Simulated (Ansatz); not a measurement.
## AgNO3: ¹⁴N nuclear quadrupole resonance

Cell: a COD entry whose atoms were relaxed with PBE, the cell held.

Space group R3c:H (No. 161); a = 5.1600, c = 16.5800 Å, γ = 120.00°.

```
site  Wyckoff  site symmetry       x       y       z
  Ag       6a             3.  0.0000  0.0000  0.0052
   N       6a             3.  0.0000  0.0000  0.7765
   O      18b              1  0.2147  0.2673  0.7771
```

One atom of each set is listed; the run and its k-mesh use a cell of 10 atoms with edges of 6.28, 6.28, 6.28 Å.

The numbers come from a DFT calculation in Ansatz (PBE, plane waves and PAW, scalar-relativistic, 420 eV cutoff, Γ-centred 5×5×5 k-points, Fermi–Dirac smearing 0.02 eV).

¹⁴N: I = 1, Q = 20.44 mb (year-2017 value). Static lattice, zero field.

(1) The simulated lines lie at 0.833 MHz. What are |C_Q|, η and |V_zz| at N?

## Answers

(1) For I = 1 the lines are ν± = (3/4)|C_Q|(1 ± η/3) and ν₀ = |C_Q|η/2. Here |C_Q| = 1.11 MHz, η = 0.00 and |V_zz| = 2.25 × 10²¹ V/m². The calculation gives V_zz negative; the lines don't show the sign. The site has 3 O at 1.27 Å.

An axis of threefold or higher order runs through N, so V_zz lies along it and η is zero.

The relaxation (8 steps) took 36 s of wall time (36 s of CPU time) and 0.54 GiB at its peak, on 1 thread of AMD EPYC 9R45 96-Core Processor (Zen 5) (x86_64; 48 cores open to the job, memory cap 3.0 GiB, no GPU), a shared host with a load of 0.7 a core.
